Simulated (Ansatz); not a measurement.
All numbers below come from Ansatz, DFT PBE, scalar-relativistic, plane waves, PAW. Cutoff 420 eV, Γ-centred 12×12×6 mesh (4-atom cell), Gaussian smearing of 0.02 eV, no spin polarisation.

The zero of energy is the elements' standard structures at the same level (F₂ as a molecule); no fitted shifts are applied.

**Question.** Find a candidate trigonal semiconductor made of F, Ga and Na, with a gap near 2.2 eV, a formation energy near −2.03 eV/atom and a density near 3.57 g/cm³, in a cell of 4 atoms.

**Answer.** NaGaF₂, space group P-3m1 (No. 164). Na has 6 F at 2.36 Å and 2 Ga at 3.14 Å; around Ga lie 6 F at 2.62 Å, 2 Na at 3.14 Å and 6 Ga at 3.34 Å; around F lie 3 Na at 2.36 Å and 3 Ga at 2.62 Å.

```
Na Ga F
1.0
     3.34150    0.00000    0.00000
    -1.67075    2.89382    0.00000
     0.00000    0.00000    6.28573
Na Ga F
1 1 2
Direct
  0.00000 0.00000 0.00000
  0.00000 0.00000 0.50000
  0.33333 0.66667 0.78316
  0.66667 0.33333 0.21684
```

| Quantity | Value |
| --- | --- |
| Volume per atom | 15.20 Å³ |
| Density | 3.57 g/cm³ |
| Formation energy | −2.027 eV/atom |
| Gap on the 12×12×6 mesh of the 4-atom cell | 2.20 eV |

It was reached by relaxing an invented guess, and it needn't be the stable form of this composition. The answer needn't be unique; the calculation gave this one.

Kohn–Sham gaps at this level usually fall short of measured ones. A structure relaxed within its symmetry needn't be a true minimum.
